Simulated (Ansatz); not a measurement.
## Data sheet: RbIO3 (DFT)

RbIO3:
```
CELL_PARAMETERS angstrom
      3.20260     1.84902     2.63571
     -3.20260     1.84902     2.63571
      0.00000    -3.69805     2.63571
ATOMIC_POSITIONS crystal
  Rb 0.51327 0.51327 0.51327
  I  0.00091 0.00091 0.00091
  O  0.03692 0.60367 0.03692
  O  0.03692 0.03692 0.60367
  O  0.60367 0.03692 0.03692
```

Space group R3m (No. 160); conventional cell a = 6.405 Å, b = 6.405 Å, c = 7.907 Å, α = 90.00°, β = 90.00°, γ = 120.00°.

Method: DFT-r²SCAN in the program Ansatz with PAW potentials. The cell and atoms are relaxed at this level. Other levels are named where they apply.

Cell and energy:

```yaml
volume_per_atom: 18.73 Å³
density: 4.62 g/cm³
Formation energy from the elements (no fitted shifts): -95 kJ/mol of atoms
```

Electronic structure:

```yaml
band_gap: 3.24 eV (direct)
valence_band_maximum: at T
conduction_band_minimum: at T
hole_effective_mass: 0.69, 1.6, 1.6 mₑ (principal values)
HSE06 gap on the r²SCAN cell: 3.98 eV
Gap with spin–orbit coupling: 3.01 eV
```

Mechanics:

```yaml
Bulk modulus (Birch–Murnaghan fit): 262 kbar
Pressure derivative B′: 6.7
```

Charges:

```yaml
bader_charges: Rb +0.89, I +2.66, O -1.18 e
```

The workflow started from a Materials Project entry (that database holds measured and hypothetical structures alike); the Crystallography Open Database copy checked does not list it. Whether it is the stable phase at ambient conditions was not checked. Symmetry was held in the r²SCAN relaxation; its stability against distortions is not shown here. The references are the lowest solids computed at this level, not always the standard phases (solids in place of the gases). Spin–orbit coupling is left out wherever it is not named.

Potentials: the later of the program's two PAW sets.
